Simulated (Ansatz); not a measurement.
Input:

Sn:
```xyz
2
Lattice="-2.9282 2.9282 1.5677 2.9282 -2.9282 1.5677 2.9282 2.9282 -1.5677" Properties=species:S:1:pos:R:3 pbc="T T T"
Sn     0.0000     2.9282     0.7838
Sn     0.0000     0.0000     0.0000
```

This is the PBEsol-relaxed structure. Cartesian axes are those of the cell as given.

**Question.** All from DFT-PBEsol in the program Ansatz with PAW potentials, unless another level is named. Give the Poisson's ratio.

**Answer.** 0.34.

**Question.** Next, the elastic constants (relaxed ions, GPa)?

**Answer.** C11 = 75.0, C12 = 60.5, C13 = 31.0, C33 = 108, C44 = 22.7, C66 = 22.8.

Space group I4_1/amd (β-Sn type). The cell was relaxed with PBEsol under the symmetry of its start. As this level gives no gap, shear constants depend on the k-mesh and smearing (Fermi–Dirac, 0.1 eV here). On the denser mesh and wider smearing of the elastic run this cell carries a stress of 0.4 GPa. Spin–orbit coupling is left out wherever it is not named.

Potentials: the later of the program's two PAW sets.
